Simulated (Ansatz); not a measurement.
## WC, a database entry at a rescaled volume

```
W C
1.0
     2.92114    0.00000    0.00000
    -1.46057    2.52978    0.00000
     0.00000    0.00000    2.85705
W C
1 1
Direct
  0.00000 0.00000 0.00000
  0.66670 0.33330 0.50000
```

Method: PBE, spin-orbit coupling; PAW, plane waves to 420 eV, 11×11×10 Γ-centred mesh, fermi-dirac occupations (width 0.1 eV) (Ansatz 0.2.0), atoms fixed.

The state carries no moments; the state need not be the lowest.

Task: What does the stress say?

Result: The pressure is -1.6 GPa (compression positive), so with the atoms held at these fractions the cell would first shrink. The principal stresses -3.8, -0.5, -0.5 GPa differ, so its shape would change too.

Task: Give the Bader charges.

Result: Bader charges in e: W +1.42, C -1.42. In the mean W gives up most and C takes most.

Task: What happens at the Fermi level?

Result: It is a metal, with about 0.28 states/eV a cell as the mean within 0.25 eV of the Fermi level, mostly W d (69 %) and C p (24 %).

Task: What is the formation energy?

Result: -0.12 eV an atom against the elements' usual phases (free molecules for gases, crystals otherwise, with no correction for O₂ or N₂), so it is bound against them; other compounds may still compete. Relaxing would lower it.

Origin: a database entry at a rescaled volume. Caveats: the SCF threshold is loose for a stress.
